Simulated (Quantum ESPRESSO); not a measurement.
# Planted mistakes on one cell of Ti4FO6N

These are calculations, not measurements. They come from pw.x of Quantum ESPRESSO 7.5, a plane-wave density functional program, with PseudoDojo standard norm-conserving files (v0.5 for PBE, v0.4.1 for LDA and PBEsol). The cells are made up: elements, strain and atom displacements were drawn at random, and nothing was relaxed. There is no spin polarisation, spin-orbit coupling or dispersion term.

The cell has 12 sites of a rutile lattice (two cells along c). Sites 1 to 4 hold Ti Ti Ti Ti; sites 5 to 12 hold F O O N O O O O. Cell vectors in Å: (4.742, 0.005, 0.024); (0.005, 4.734, 0.055); (0.030, 0.071, 6.011). Settings: PBE, cutoff 1143 eV, 5 x 5 x 4 k mesh shifted by half a step, Fermi-Dirac smearing of 0.025 eV.

The intended run has a self-consistency threshold of 1e-07 eV, a smearing term of 0.000 eV, a pressure of -3.15 GPa and 23 iterations. Each further run changes one thing: atoms of sites 8 and 9 exchanged; cutoff 691 eV; k mesh 2 x 2 x 2; one electron added; smearing 0.43 eV; threshold 0.03 eV. A coarse mesh keeps the shift, and a charged cell sits in a uniform background.

| run | change of free energy (eV) | smearing term -TS (eV) | change of P (GPa) | largest change of a force component (eV/Å) | iterations |
| --- | --- | --- | --- | --- | --- |
| A | 0.005 | 0.000 | -0.02 | 0.049 | 21 |
| B | -0.335 | -1.317 | 1.52 | 0.326 | 19 |
| C | 0.391 | 0.000 | 0.20 | 1.804 | 23 |
| D | 6.220 | 0.000 | -39.28 | 0.210 | 22 |
| E | 0.008 | 0.000 | 0.14 | 0.040 | 12 |
| F | 10.186 | -0.019 | 19.04 | 0.494 | 22 |

A rerun of the intended cell at 1437 eV and k mesh 7 x 7 x 6 moved values by no more than 0.004 eV in the cell's energy, 0.04 GPa in stress and 0.002 eV/Å in force.

Question: which change belongs to which run?

## Worked reading

Run E has the fewest iterations, as a run stopped early does. Run B has the largest smearing term, as wide smearing gives. Run D has a higher energy and the largest fall in pressure, as too small a basis gives. Energies from files of another functional, or of a charged cell, have another zero and say nothing on stability; the pressure of a charged cell rests on the program's zero of potential too.

## Key

```
run,change
A,k mesh 2 x 2 x 2
B,smearing 0.43 eV
C,atoms of sites 8 and 9 exchanged
D,cutoff 691 eV
E,threshold 0.03 eV
F,one electron added
```